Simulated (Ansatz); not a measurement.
Values for one crystal, relaxed and computed with PBE in the plane-wave PAW code Ansatz; other levels are named.

| Property | Value |
|---|---|
| Volume per atom | 30.92 Å³ |
| Electronic character | metallic (no gap) |
| Bulk modulus (Birch–Murnaghan fit) | 36.8 GPa |
| Pressure derivative B′ | 2.8 |
| Density of states at the Fermi level | 2.4 states/eV per atom (mean over ±0.08 eV) |
| Gap with spin–orbit coupling | none (metallic) |

**Question.** Pick the material that matches.
A) V, diamond
B) Zr, diamond
C) Re, diamond
D) Ta, diamond

**Answer.** B, Zr, diamond

Space group Fd-3m (diamond). The start of the workflow was typed in or built on a structure type; neither database checked (COD, Materials Project) lists it. It is not the phase usual at ambient conditions (space group No. 194). The PBE relaxation kept the symmetry of its start; its stability against distortions is not shown here. No spin polarisation was allowed. The volume moved by -16 % from the start of the relaxation. Spin–orbit coupling is left out wherever it is not named.

Potentials: the earlier of the program's two PAW sets.
